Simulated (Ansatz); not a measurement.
Cs in space group I4_1/amd (No. 141; Cs on 4b) under volume change, r²SCAN (plane waves, PAW; program Ansatz), shape and atoms relaxed at each volume.

| V (Å³/atom) | E − E(relaxed) (meV/atom) | P (GPa) |
|---|---|---|
| 114.997 | 5.8 | 0.18 |
| 118.788 | 2.4 | 0.11 |
| 122.580 | 0.6 | 0.05 |
| 126.371 | 0.0 | 0.00 |
| 130.162 | 0.6 | -0.05 |
| 133.953 | 2.1 | -0.09 |
| 137.744 | 4.6 | -0.12 |

Problem. What does a third-order Birch–Murnaghan fit give for V₀, B₀ and B′?

Solution. V₀ = 126.28 Å³/atom, B₀ = 1.6 GPa, B′ = 3.5.

The workflow started from a Materials Project entry (that database holds measured and hypothetical structures alike); the Crystallography Open Database copy checked does not list it. It is not the phase usual at ambient conditions (space group No. 229). Symmetry was held in the r²SCAN relaxation; whether a distortion lowers the energy is not shown. Spin–orbit coupling is left out wherever it is not named.

Potentials: the later of the program's two PAW sets.
